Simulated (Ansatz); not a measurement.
Input file for Ansatz (an electronic-structure program):

Ansatz 0.2 input:
```yaml
crystal:
  lattice:
    - [5.6378899908, 0.0, 0.0]
    - [-2.8189449954, 4.8825559558, 0.0]
    - [0.0, 0.0, 9.2035807912]
  atoms:
    - { symbol: Hf, position: [0.0, 0.0, 0.0] }
    - { symbol: Hf, position: [0.0, 0.0, 0.5] }
    - { symbol: Hf, position: [0.3333333333, 0.6666666667, 0.25] }
    - { symbol: Hf, position: [0.6666666667, 0.3333333333, 0.75] }
    - { symbol: Pt, position: [0.5, 0.0, 0.0] }
    - { symbol: Pt, position: [0.5, 0.5, 0.5] }
    - { symbol: Pt, position: [0.0, 0.5, 0.0] }
    - { symbol: Pt, position: [0.5, 0.0, 0.5] }
    - { symbol: Pt, position: [0.5, 0.5, 0.0] }
    - { symbol: Pt, position: [0.0, 0.5, 0.5] }
    - { symbol: Pt, position: [0.830267778, 0.660535556, 0.25] }
    - { symbol: Pt, position: [0.169732222, 0.339464444, 0.75] }
    - { symbol: Pt, position: [0.169732222, 0.830267778, 0.75] }
    - { symbol: Pt, position: [0.830267778, 0.169732222, 0.25] }
    - { symbol: Pt, position: [0.339464444, 0.169732222, 0.25] }
    - { symbol: Pt, position: [0.660535556, 0.830267778, 0.75] }
kpoints:
  mp_grid: { grid: [12, 12, 7] }
hamiltonian:
  xc: pbesol
  pseudopotentials: { kind: paw }
scf:
  occupations: { method: fermi_dirac, width: 0.1 }
elastic: { mode: relaxed_ion, stencil: two_point, amplitude: 0.005, f_tol: 0.0005 }
```

Output (shortened):

```
Pseudopotential: Hf, paw, valence charge 26
Pseudopotential: Pt, paw, valence charge 18
Functional definition: PBEsol
Crystal: 16 atoms, lattice volume = 253.350 Å³
Basis set: ecut = 420 eV, 4963 PW (Γ), exchange–correlation on 80×80×128 points (8 copies of the dense FFT grid, shifted against one another)
Bands: 192, of which v1, the nominal top of the filled ones, is band 160 counted from 1 (159 counted from 0)
Symmetry: 24 space group operations
Space group: P63/mmc (ITA 194), of the structure as read, at distance tolerance 6.3e-5 Å
k-points: 76 of 1008
SCF 1 converged in 15 iterations: F = -211015.505422 eV  dr2 = 2.12e-14
relax step   1: F+E_penalty+E_count = -211015.50542226 eV  Δ(F+E_penalty+E_count) = +0.000e0 eV  max|allowed force component| = 1.374e-2 eV/Å  Δτ_max = 0.0000 Å  (15 SCF iters, accepted)
Crystal: 16 atoms, lattice volume = 253.350 Å³
SCF 2 converged in 16 iterations: F = -211015.505391 eV  dr2 = 8.65e-15
relax step   2: F+E_penalty+E_count = -211015.50539132 eV  Δ(F+E_penalty+E_count) = +3.094e-5 eV  max|allowed force component| = 2.055e-2 eV/Å  Δτ_max = 0.0015 Å  (16 SCF iters, rejected (line search))
Crystal: 16 atoms, lattice volume = 253.350 Å³
SCF 3 converged in 10 iterations: F = -211015.505447 eV  dr2 = 4.85e-14
relax step   3: F+E_penalty+E_count = -211015.50544723 eV  Δ(F+E_penalty+E_count) = -2.497e-5 eV  max|allowed force component| = 8.286e-6 eV/Å  Δτ_max = 0.0006 Å  (10 SCF iters, accepted)
Crystal: 16 atoms, lattice volume = 253.350 Å³
SCF 4 converged in 14 iterations: F = -211015.505447 eV  dr2 = 1.66e-18
Crystal: 16 atoms, lattice volume = 252.083 Å³
Basis set: ecut = 420 eV, 4931 PW (Γ), exchange–correlation on 80×80×128 points (8 copies of the dense FFT grid, shifted against one another)
Symmetry: 8 space group operations
k-points: 172 of 1008
SCF 5 converged in 14 iterations: F = -211015.497399 eV  dr2 = 2.72e-14
relax step   1: F+E_penalty+E_count = -211015.49739865 eV  Δ(F+E_penalty+E_count) = +0.000e0 eV  max|allowed force component| = 1.404e-2 eV/Å  Δτ_max = 0.0000 Å  (14 SCF iters, accepted)
Crystal: 16 atoms, lattice volume = 252.083 Å³
SCF 6 converged in 12 iterations: F = -211015.497501 eV  dr2 = 3.91e-14
relax step   2: F+E_penalty+E_count = -211015.49750122 eV  Δ(F+E_penalty+E_count) = -1.026e-4 eV  max|allowed force component| = 8.095e-3 eV/Å  Δτ_max = 0.0042 Å  (12 SCF iters, accepted)
Crystal: 16 atoms, lattice volume = 252.083 Å³
SCF 7 converged in 11 iterations: F = -211015.497517 eV  dr2 = 3.38e-14
relax step   3: F+E_penalty+E_count = -211015.49751717 eV  Δ(F+E_penalty+E_count) = -1.595e-5 eV  max|allowed force component| = 3.202e-4 eV/Å  Δτ_max = 0.0013 Å  (11 SCF iters, accepted)
Crystal: 16 atoms, lattice volume = 252.083 Å³
SCF 8 converged in 14 iterations: F = -211015.497517 eV  dr2 = 1.25e-19
Crystal: 16 atoms, lattice volume = 254.617 Å³
Basis set: ecut = 420 eV, 4975 PW (Γ), exchange–correlation on 80×80×128 points (8 copies of the dense FFT grid, shifted against one another)
SCF 9 converged in 14 iterations: F = -211015.496454 eV  dr2 = 5.34e-14
relax step   1: F+E_penalty+E_count = -211015.49645445 eV  Δ(F+E_penalty+E_count) = +0.000e0 eV  max|allowed force component| = 1.360e-2 eV/Å  Δτ_max = 0.0000 Å  (14 SCF iters, accepted)
Crystal: 16 atoms, lattice volume = 254.617 Å³
SCF 10 converged in 12 iterations: F = -211015.496567 eV  dr2 = 1.61e-14
relax step   2: F+E_penalty+E_count = -211015.49656737 eV  Δ(F+E_penalty+E_count) = -1.129e-4 eV  max|allowed force component| = 1.182e-3 eV/Å  Δτ_max = 0.0028 Å  (12 SCF iters, accepted)
Crystal: 16 atoms, lattice volume = 254.617 Å³
SCF 11 converged in 12 iterations: F = -211015.496568 eV  dr2 = 4.24e-18
relax step   3: F+E_penalty+E_count = -211015.49656760 eV  Δ(F+E_penalty+E_count) = -2.248e-7 eV  max|allowed force component| = 1.132e-4 eV/Å  Δτ_max = 0.0001 Å  (12 SCF iters, accepted)
Crystal: 16 atoms, lattice volume = 254.617 Å³
SCF 12 converged in 13 iterations: F = -211015.496568 eV  dr2 = 2.18e-19
Crystal: 16 atoms, lattice volume = 252.083 Å³
Basis set: ecut = 420 eV, 4927 PW (Γ), exchange–correlation on 80×80×128 points (8 copies of the dense FFT grid, shifted against one another)
SCF 13 converged in 13 iterations: F = -211015.494543 eV  dr2 = 9.78e-14
relax step   1: F+E_penalty+E_count = -211015.49454309 eV  Δ(F+E_penalty+E_count) = +0.000e0 eV  max|allowed force component| = 6.799e-4 eV/Å  Δτ_max = 0.0000 Å  (13 SCF iters, accepted)
Crystal: 16 atoms, lattice volume = 252.083 Å³
SCF 14 converged in 12 iterations: F = -211015.494543 eV  dr2 = 2.11e-18
relax step   2: F+E_penalty+E_count = -211015.49454315 eV  Δ(F+E_penalty+E_count) = -6.059e-8 eV  max|allowed force component| = 5.098e-6 eV/Å  Δτ_max = 0.0000 Å  (12 SCF iters, accepted)
Crystal: 16 atoms, lattice volume = 252.083 Å³
SCF 15 converged in 14 iterations: F = -211015.494543 eV  dr2 = 6.58e-19
Crystal: 16 atoms, lattice volume = 254.617 Å³
SCF 16 converged in 14 iterations: F = -211015.498880 eV  dr2 = 2.51e-14
relax step   1: F+E_penalty+E_count = -211015.49888011 eV  Δ(F+E_penalty+E_count) = +0.000e0 eV  max|allowed force component| = 1.318e-3 eV/Å  Δτ_max = 0.0000 Å  (14 SCF iters, accepted)
Crystal: 16 atoms, lattice volume = 254.617 Å³
SCF 17 converged in 9 iterations: F = -211015.498880 eV  dr2 = 3.49e-14
relax step   2: F+E_penalty+E_count = -211015.49887981 eV  Δ(F+E_penalty+E_count) = +2.927e-7 eV  max|allowed force component| = 1.983e-3 eV/Å  Δτ_max = 0.0001 Å  (9 SCF iters, rejected (line search))
Crystal: 16 atoms, lattice volume = 254.617 Å³
SCF 18 converged in 8 iterations: F = -211015.498880 eV  dr2 = 4.11e-14
relax step   3: F+E_penalty+E_count = -211015.49888034 eV  Δ(F+E_penalty+E_count) = -2.319e-7 eV  max|allowed force component| = 8.746e-8 eV/Å  Δτ_max = 0.0001 Å  (8 SCF iters, accepted)
Crystal: 16 atoms, lattice volume = 254.617 Å³
SCF 19 converged in 13 iterations: F = -211015.498880 eV  dr2 = 7.74e-19
Crystal: 16 atoms, lattice volume = 253.348 Å³
Basis set: ecut = 420 eV, 4945 PW (Γ), exchange–correlation on 80×80×128 points (8 copies of the dense FFT grid, shifted against one another)
Symmetry: 4 space group operations
k-points: 277 of 1008
SCF 20 converged in 14 iterations: F = -211015.503411 eV  dr2 = 3.18e-14
relax step   1: F+E_penalty+E_count = -211015.50341103 eV  Δ(F+E_penalty+E_count) = +0.000e0 eV  max|allowed force component| = 8.009e-3 eV/Å  Δτ_max = 0.0000 Å  (14 SCF iters, accepted)
Crystal: 16 atoms, lattice volume = 253.348 Å³
SCF 21 converged in 10 iterations: F = -211015.503410 eV  dr2 = 8.75e-15
relax step   2: F+E_penalty+E_count = -211015.50341025 eV  Δ(F+E_penalty+E_count) = +7.805e-7 eV  max|allowed force component| = 8.327e-3 eV/Å  Δτ_max = 0.0014 Å  (10 SCF iters, rejected (line search))
Crystal: 16 atoms, lattice volume = 253.348 Å³
SCF 22 converged in 10 iterations: F = -211015.503419 eV  dr2 = 2.12e-14
relax step   3: F+E_penalty+E_count = -211015.50341930 eV  Δ(F+E_penalty+E_count) = -8.271e-6 eV  max|allowed force component| = 1.308e-5 eV/Å  Δτ_max = 0.0007 Å  (10 SCF iters, accepted)
Crystal: 16 atoms, lattice volume = 253.348 Å³
SCF 23 converged in 14 iterations: F = -211015.503419 eV  dr2 = 1.35e-19
Crystal: 16 atoms, lattice volume = 253.348 Å³
SCF 24 converged in 14 iterations: F = -211015.503411 eV  dr2 = 3.00e-14
relax step   1: F+E_penalty+E_count = -211015.50341103 eV  Δ(F+E_penalty+E_count) = +0.000e0 eV  max|allowed force component| = 8.009e-3 eV/Å  Δτ_max = 0.0000 Å  (14 SCF iters, accepted)
Crystal: 16 atoms, lattice volume = 253.348 Å³
SCF 25 converged in 10 iterations: F = -211015.503410 eV  dr2 = 8.49e-15
relax step   2: F+E_penalty+E_count = -211015.50341025 eV  Δ(F+E_penalty+E_count) = +7.805e-7 eV  max|allowed force component| = 8.327e-3 eV/Å  Δτ_max = 0.0014 Å  (10 SCF iters, rejected (line search))
Crystal: 16 atoms, lattice volume = 253.348 Å³
SCF 26 converged in 10 iterations: F = -211015.503419 eV  dr2 = 2.12e-14
relax step   3: F+E_penalty+E_count = -211015.50341930 eV  Δ(F+E_penalty+E_count) = -8.271e-6 eV  max|allowed force component| = 1.308e-5 eV/Å  Δτ_max = 0.0007 Å  (10 SCF iters, accepted)
Crystal: 16 atoms, lattice volume = 253.348 Å³
SCF 27 converged in 14 iterations: F = -211015.503419 eV  dr2 = 1.81e-19
SCF converged after 14 iterations
Stability not checked: this state was not tested for a lower state beside it, because too few of the mixer's solves of this state at the end of the SCF gave a …
Free energy (F): -211015.505447 eV
Harris-Foulkes:  -211015.505447 eV  (|F-HF|=5.82e-11)
Internal energy: -211015.419682 eV  (E = F + TS)
E sigma→0 (E₀):  -211015.462565 eV
Entropy (-TS):   -0.085765 eV (-5.360 meV/atom)
Fermi energy:    24.030021 eV
--- Per-component energies (eV) ---
  E_band       = -971.519553
  E_kinetic    = 9366.432399
  E_local      = -36145.235255  (includes V_loc(G=0)·N_el)
  E_nonlocal   = -2526.725748
  E_hartree    = 15431.193961
  E_xc         = -4329.399637
  E_vxc        = -4711.780697  (∫ρ·V_xc dr)
  E_paw        = -139024.894435  (= ΣΔE_a)
  E_vpaw       = 2183.399447  (= ΣTr[D̂ρ^β])
  E_aug_tail   = 0.002377  (compensation charges beyond the density's cutoff)
  E_ewald      = -53795.241486
  E_core_change = 8.448141  (= ΣΔE_core)
  E_smearing   = -0.085765  (= −TS)
  E_closure    =  0.000000  (closes the sum)
  Σ components = -211015.505447   (vs F -211015.505447, Δ=0.00e0)
--- Forces (eV/Å), atoms counted from 1 ---
  atom   1  Hf     0.00000000     0.00000000     0.00000000
  atom   2  Hf     0.00000000     0.00000000     0.00000000
  atom   3  Hf     0.00000000     0.00000000     0.00000000
  atom   4  Hf     0.00000000     0.00000000     0.00000000
  atom   5  Pt     0.00000000     0.00000000     0.00000000
  atom   6  Pt     0.00000000     0.00000000     0.00000000
  atom   7  Pt     0.00000000     0.00000000     0.00000000
  atom   8  Pt     0.00000000     0.00000000     0.00000000
  atom   9  Pt     0.00000000     0.00000000     0.00000000
  atom  10  Pt     0.00000000     0.00000000     0.00000000
  atom  11  Pt     0.00000000    -0.00000829     0.00000000
  atom  12  Pt     0.00000000     0.00000829     0.00000000
  atom  13  Pt     0.00000718    -0.00000414     0.00000000
  atom  14  Pt    -0.00000718     0.00000414     0.00000000
  atom  15  Pt     0.00000718     0.00000414     0.00000000
  atom  16  Pt    -0.00000718    -0.00000414     0.00000000
  max |Σ_I F_I| component: 9.54e-18 eV/Å
--- Stress (GPa, compression-positive) ---
       -0.080306       0.000000       0.000000
        0.000000      -0.080306       0.000000
        0.000000       0.000000       0.257672
  P = ⅓ Tr σ = 0.0324 GPa (0.324 kbar)
--- Band table (eV; the first three rows and the last of 76) ---
  k-point 0: bands = ["-74.7506", "-74.7446", "-74.7367", "-74.7334", "-74.7334", "-74.7314", "-74.7314", "-74.7307", "-74.7232", "-74.7232", "-74.7211", "-74.7211", "-38.4666", "-38.4657", "-38.2704", "-38.2702", "-29.0993", "-29.0967", "-29.0849", …
  k-point 1: bands = ["-74.7504", "-74.7451", "-74.7362", "-74.7334", "-74.7334", "-74.7316", "-74.7316", "-74.7309", "-74.7230", "-74.7230", "-74.7212", "-74.7212", "-38.4665", "-38.4658", "-38.2704", "-38.2702", "-29.0992", "-29.0968", "-29.0830", …
  k-point 2: bands = ["-74.7498", "-74.7462", "-74.7351", "-74.7331", "-74.7331", "-74.7319", "-74.7319", "-74.7315", "-74.7227", "-74.7227", "-74.7215", "-74.7215", "-38.4664", "-38.4659", "-38.2704", "-38.2702", "-29.0988", "-29.0972", "-29.0774", …
  k-point 75: bands = ["-74.7421", "-74.7421", "-74.7386", "-74.7386", "-74.7337", "-74.7331", "-74.7277", "-74.7277", "-74.7265", "-74.7259", "-74.7225", "-74.7225", "-38.4668", "-38.4668", "-38.2710", "-38.2709", "-29.0617", "-29.0617", "-29.0448", …
--- Elastic constants: 3 strain directions × 2 members + reference (group order 24) ---
  dense FFT box of the reference and of every strained cell: 40×40×64
  strains applied: 11, 33, 23; error gains …
  reference relaxed by the batch: 3 steps …
  largest displacement 6.1e-4 Å; the constants are those of the deck's cell at these positions:
  atoms:
    - { symbol: Hf, position: [0.0, 0.0, 0.0] }
    - { symbol: Hf, position: [0.0, 0.0, 0.5] }
    - { symbol: Hf, position: [0.3333333333333333, 0.6666666666666667, 0.25] }
    - { symbol: Hf, position: [0.6666666666666667, 0.3333333333333333, 0.75] }
    - { symbol: Pt, position: [0.5, 0.0, 0.0] }
    - { symbol: Pt, position: [0.5, 0.5, 0.5] }
    - { symbol: Pt, position: [0.0, 0.5, 0.0] }
    - { symbol: Pt, position: [0.5, 0.0, 0.5] }
    - { symbol: Pt, position: [0.5, 0.5, 0.0] }
    - { symbol: Pt, position: [0.0, 0.5, 0.5] }
    - { symbol: Pt, position: [0.8303298522054717, 0.6606597044109436, 0.25] }
    - { symbol: Pt, position: [0.16967014779452821, 0.33934029558905643, 0.75] }
    - { symbol: Pt, position: [0.16967014779452824, 0.8303298522054718, 0.75] }
    - { symbol: Pt, position: [0.8303298522054717, 0.16967014779452821, 0.25] }
    - { symbol: Pt, position: [0.33934029558905643, 0.16967014779452821, 0.25] }
    - { symbol: Pt, position: [0.6606597044109437, 0.8303298522054718, 0.75] }
  C = ∂σ_k/∂η_j (tension-positive GPa; Voigt order 11 22 33 23 13 12):
       425.745    180.343    164.499      0.000      0.000      0.000
       180.343    425.745    164.499      0.000      0.000      0.000
       164.793    164.793    442.229      0.000      0.000      0.000
         0.000      0.000      0.000    102.660      0.000      0.000
         0.000      0.000      0.000      0.000    102.660      0.000
         0.000      0.000      0.000      0.000      0.000    122.701
  reference stress σ⁰ (GPa):      0.080      0.080     -0.258      0.000      0.000      0.000
  moduli (Voigt/Reuss/Hill, GPa): K = 257.00/257.00/257.00   G = 117.88/116.30/117.09   E = 304.95   ν = 0.302
  mechanically stable: yes (min eigenvalue of sym C = 102.66 GPa)
  harmonic check of the ions' relaxations: strain 33: 1 pair too noisy to judge …
  the stresses are not corrected for the forces that the relaxations left standing (`elastic.f_tol`)
  strain η (Voigt 11):  stress-route row diagonal C_11 = 425.75 GPa, energy-path curvature d²(F+E_count+ΔE)/dδ²/Ω₀ = 425.64 GPa
         δ    σ_11 (GPa)             F (eV)   n_scf  n_hpsi   n_pw
    -5.000e-3      -2.1070     -211015.4975172      14  653510   4957   relax 3 steps, max|allowed force component| 3.20e-4 eV/Å
     5.000e-3       2.1505     -211015.4965676      13  605389   5007   relax 3 steps, max|allowed force component| 1.13e-4 eV/Å
  strain η (Voigt 33):  stress-route row diagonal C_33 = 442.23 GPa, energy-path curvature d²(F+E_count+ΔE)/dδ²/Ω₀ = 442.19 GPa
         δ    σ_33 (GPa)             F (eV)   n_scf  n_hpsi   n_pw
    -5.000e-3      -2.5179     -211015.4945431      14  285174   4955   relax 2 steps, max|allowed force component| 5.10e-6 eV/Å
     5.000e-3       1.9044     -211015.4988803      13  268913   5011   relax 3 steps, max|allowed force component| 8.75e-8 eV/Å
  strain η (Voigt 23):  stress-route row diagonal C_44 = 102.66 GPa, energy-path curvature d²(F+E_count+ΔE)/dδ²/Ω₀ = 102.71 GPa
         δ    σ_23 (GPa)             F (eV)   n_scf  n_hpsi   n_pw
    -5.000e-3      -0.5133     -211015.5034193      14  1042531   4982   relax 3 steps, max|allowed force component| 1.31e-5 eV/Å
     5.000e-3       0.5133     -211015.5034193      14  1042806   4982   relax 3 steps, max|allowed force component| 1.31e-5 eV/Å
```

Cost: very roughly 3 core-hours on shared cores.

Space group P6_3/mmc. The first step of the workflow began from a Materials Project structure, measured or hypothetical; the Crystallography Open Database files this formula in space group No. 194, but the cells were not matched. Whether it is the stable phase at ambient conditions was not checked. Symmetry was held in the PBEsol relaxation; whether a distortion lowers the energy is not shown. No spin polarisation was allowed. As this level gives no gap, shear constants depend on the k-mesh and smearing (Fermi–Dirac, 0.1 eV here). Axis ratios of metals converge slowly with the k-mesh, so a and c are less sure than the volume. Scalar-relativistic: spin–orbit coupling is off unless named, which matters more the heavier the elements.

Potentials: the later of the program's two PAW sets.

Ansatz is a plane-wave DFT program.
